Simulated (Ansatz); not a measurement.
Ba₃MgNb₂O₉:
```
CELL_PARAMETERS angstrom
      5.75046     0.00000     0.00000
     -2.87523     4.98005     0.00000
      0.00000     0.00000     7.05903
ATOMIC_POSITIONS crystal
  Ba 0.00000 0.00000 0.00000
  Ba 0.33333 0.66667 0.66647
  Ba 0.66667 0.33333 0.33353
  Mg 0.00000 0.00000 0.50000
  Nb 0.33333 0.66667 0.17842
  Nb 0.66667 0.33333 0.82158
  O  0.82880 0.17120 0.67423
  O  0.17120 0.82880 0.32577
  O  0.82880 0.65759 0.67423
  O  0.17120 0.34241 0.32577
  O  0.34241 0.17120 0.67423
  O  0.65759 0.82880 0.32577
  O  0.50000 0.00000 0.00000
  O  0.00000 0.50000 0.00000
  O  0.50000 0.50000 0.00000
```

PBEsol in the plane-wave PAW code Ansatz gives a gap of 2.86 eV without spin–orbit coupling, maximum at A, minimum at Γ.

**Question.** What happens when spin–orbit coupling is switched on?

**Answer.** The gap shrinks by 0.01 eV, to 2.85 eV; maximum at A, minimum at Γ.

**Question.** Give the electron effective mass with spin–orbit coupling.

**Answer.** 0.65, 0.65, 0.96 mₑ (principal values).

Space group P-3m1. The first step of the workflow began from a Materials Project structure, measured or hypothetical; the Crystallography Open Database files this formula in space group No. 164, but the cells were not matched. Whether it is the stable phase at ambient conditions was not checked. Symmetry was held in the PBEsol relaxation; whether a distortion lowers the energy is not shown. The run is not spin-polarised.

Potentials: the later of the program's two PAW sets.
